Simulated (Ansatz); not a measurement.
## Computed properties of As

As:
```xyz
4
Lattice="1.8241 -5.6980 0.0000 1.8241 5.6980 0.0000 0.0000 0.0000 4.7411" Properties=species:S:1:pos:R:3 pbc="T T T"
As     1.8241     4.5093     0.3497
As     1.8241    -4.5093     4.3914
As     1.8241     1.1888     2.7202
As     1.8241    -1.1888     2.0209
```

Space group Cmce (No. 64); conventional cell a = 3.648 Å, b = 11.396 Å, c = 4.741 Å, α = 90.00°, β = 90.00°, γ = 90.00°.

Method: DFT-r²SCAN in the program Ansatz with PAW potentials. Structure relaxed to zero pressure with the same functional. Other levels are named where they apply.

### Cell and energy

```yaml
volume_per_atom: 24.64 Å³
density: 5.05 g/cm³
```

### Electronic structure

```yaml
band_gap: 0.19 eV (direct)
valence_band_maximum: at Y (k = 0.500, 0.500, 0.000)
conduction_band_minimum: at Y (k = 0.500, 0.500, 0.000)
```

The workflow started from a Materials Project entry (that database holds measured and hypothetical structures alike); the Crystallography Open Database files this formula in space group No. 64, but the cells were not matched. It is not the phase usual at ambient conditions (space group No. 166). Symmetry was held in the r²SCAN relaxation; its stability against distortions is not shown here. A crystal of weakly bound layers computed without a dispersion correction: the cell and the soft elastic constants depend strongly on that. Scalar-relativistic: spin–orbit coupling is off unless named, which matters more the heavier the elements.

Potentials: the later of the program's two PAW sets.
